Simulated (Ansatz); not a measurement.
**Ansatz 0.2.0, settings compared: Na₂N₃**

Launch command:

```bash
ansatz run input.yaml --threads 1 --pin off --max-ram 2560MiB --backend cpu --events-out ev --progress --plain --runs-dir out
```

input.yaml:

```yaml
crystal:
  lattice:
    - [-3.740396, 0.0, 3.495588]
    - [3.740396, 0.0, 3.495588]
    - [0.0, 5.675578, 3.495588]
  atoms:
    - { symbol: Na, position: [0.718, 0.282, 0.0] }
    - { symbol: Na, position: [0.282, 0.718, 0.0] }
    - { symbol: Na, position: [0.75, 0.25, 0.5] }
    - { symbol: Na, position: [0.25, 0.75, 0.5] }
    - { symbol: "N", position: [0.1333, 0.1333, 0.147] }
    - { symbol: "N", position: [0.2803, 0.2803, 0.853] }
    - { symbol: "N", position: [0.8667, 0.8667, 0.853] }
    - { symbol: "N", position: [0.7197, 0.7197, 0.147] }
    - { symbol: "N", position: [0.8519, 0.8519, 0.2962] }
    - { symbol: "N", position: [0.1481, 0.1481, 0.7038] }
  symmetry: { tolerance: 0.0003 }
kpoints:
  mp_grid: { grid: [4, 4, 4], shift: [0, 0, 0] }
magnetization:
  spin_polarized: false
scf:
  occupations: { method: fermi_dirac }
hamiltonian:
  pseudopotentials: { kind: paw }
  xc: pbe
basis:
  ecutwfc: 420
output:
  forces: true
  stress: true
  eigenvalues: true
```

Origin of the cell: a known structure type with other elements, at an estimated volume, so it need not be a known compound.

The smearing width isn't typed, so it takes its default of 0.1 eV.

Output of this run (shortened):

```
Pseudopotentials: kind: paw
Pseudopotential: Na, paw, valence charge 9, recommended cutoff 420 eV (normal), Na.paw.azcp
Pseudopotential: N, paw, valence charge 5, recommended cutoff 420 eV (normal), N.paw.azcp
Functional definition: PBE
  exchange = pbe_x(kappa = kappa, mu = beta*pi^2/3)
  correlation = pbe_c(beta = beta)
Crystal: 10 atoms, lattice volume = 148.415 Å³
Basis set: ecut = 420 eV, 2909 PW (Γ), exchange–correlation on 72×72×90 points (8 copies of the dense FFT grid, shifted against one another)
Bands: 43, of which v1, the nominal top of the filled ones, is band 33 counted from 1 (32 counted from 0)
Symmetry: 8 space group operations
Space group: Fmmm (ITA 69), of the structure as read, at distance tolerance 1.6e-3 Å
k-points: 18 of 64
[… 4 lines left out …]
Initial density: superposition of atomic densities (neutral atoms: chi_scale 0, normalization atom), corrected by the library's trained network
Functional: x = pbe(κ = 0.804, μ = 0.219515), c = pbe(β = 0.066725)
SCF iter   1: F=—  HF=-8243.712841 eV  Δρ=1.35e-2  dr2=1.56e-1  defer=7
SCF iter   2: F=—  HF=-8243.671444 eV  Δρ=6.10e-3  dr2=3.26e-2  defer=12
SCF iter   3: F=—  HF=-8243.665909 eV  Δρ=2.69e-3  dr2=1.38e-2  defer=2
SCF iter   4: F=—  HF=-8243.664472 eV  Δρ=1.37e-3  dr2=3.67e-3  defer=2
SCF iter   5: F=—  HF=-8243.664188 eV  Δρ=3.72e-4  dr2=2.95e-4  defer=2
SCF iter   6: F=—  HF=-8243.664326 eV  Δρ=8.15e-5  dr2=1.24e-5  defer=2
SCF iter   7: F=—  HF=-8243.664234 eV  Δρ=1.70e-5  dr2=4.46e-7  defer=7
SCF iter   8: F=-8243.664235 eV  HF=-8243.664235 eV  Δρ=5.12e-6  dr2=3.03e-8
SCF 1 converged in 8 iterations: F = -8243.664235 eV  dr2 = 3.03e-8
SCF converged after 8 iterations
Free energy (F): -8243.664235 eV
Harris-Foulkes:  -8243.664235 eV  (|F-HF|=2.00e-8)
Internal energy: -8243.663126 eV  (E = F + TS)
E sigma→0 (E₀):  -8243.663680 eV
Entropy (-TS):   -0.001109 eV (-0.111 meV/atom)
Fermi energy:    4.892895 eV
--- Per-component energies (eV) ---
  E_band       = -957.998823
  E_kinetic    = 1218.521102
  E_local      = -6512.442733  (includes V_loc(G=0)·N_el)
  E_nonlocal   = 734.661421
  E_hartree    = 2254.783998
  E_xc         = -506.280920
  E_vxc        = -644.566172  (∫ρ·V_xc dr)
  E_paw        = -1807.260197  (= ΣΔE_a)
  E_vpaw       = -263.731390  (= ΣTr[D̂ρ^β])
  E_aug_tail   = 0.000484  (compensation charges beyond the density's cutoff)
  E_ewald      = -3625.646281
  E_smearing   = -0.001109  (= −TS)
  Σ components = -8243.664235   (vs F -8243.664235, Δ=0.00e0)
--- Forces (eV/Å), atoms counted from 1 ---
  atom   1  Na    -0.198237     0.000000     0.000000
  atom   2  Na     0.198237     0.000000     0.000000
  atom   3  Na     0.000000     0.000000     0.000000
[… 2 lines left out …]
  atom   6  N      0.000000     1.648766    -2.624179
  atom   7  N     -0.000000     1.648766     2.624179
  atom   8  N     -0.000000    -1.648766     2.624179
  atom   9  N      0.000000    -3.166490     0.000000
  atom  10  N      0.000000     3.166490     0.000000
  max |Σ_I F_I| component: 4.44e-16 eV/Å
--- Stress (GPa, compression-positive) ---
       -6.555442       0.000000       0.000000
        0.000000     -20.618976       0.000000
        0.000000       0.000000     -21.749061
  P = ⅓ Tr σ = -16.3078 GPa (-163.078 kbar)
```

The same input was run again with these changes:

1. `basis.ecutwfc` 420 → "58.8 Ry"; `scf.mixing.algorithm` default → anderson; `scf.mixing.beta` default → 0.3
2. `hamiltonian.pseudopotentials` { kind: paw } → { kind: nc, accuracy: standard }; `accuracy` default → low; `scf.mixing.preconditioner` default → kerker_dos
3. `hamiltonian.xc` pbe → lda
4. `basis.ecutwfc` 420 → "700 eV"

```json
{"run": "base", "end": "converged", "SCF iterations": "8", "P (GPa)": "-16.31", "max force component (eV/Å)": "3.166", "moment (μB)": "–", "ΔE(σ→0) (meV/atom)": "0"}
{"run": "1", "end": "converged", "SCF iterations": "10", "P (GPa)": "-16.30", "max force component (eV/Å)": "3.167", "moment (μB)": "–", "ΔE(σ→0) (meV/atom)": "-3.49"}
{"run": "2", "end": "converged", "SCF iterations": "11", "P (GPa)": "-8.12", "max force component (eV/Å)": "1.895", "moment (μB)": "–", "ΔE(σ→0) (meV/atom)": "–"}
{"run": "3", "end": "converged", "SCF iterations": "8", "P (GPa)": "-20.82", "max force component (eV/Å)": "3.634", "moment (μB)": "–", "ΔE(σ→0) (meV/atom)": "–"}
{"run": "4", "end": "converged", "SCF iterations": "8", "P (GPa)": "-16.30", "max force component (eV/Å)": "3.167", "moment (μB)": "–", "ΔE(σ→0) (meV/atom)": "-3.46"}
```

Energies are compared only where functional, datasets, charge and starting cell are the same.

Not properties of the system: run 2 (too coarse or loose: `accuracy` = low).

Run 2: the cutoff lies below the datasets' advice.

The base run took 6.5 s on 1 thread of Arm Neoverse V1, on a shared host, peak memory 0.38 GiB, from the program's own first density.
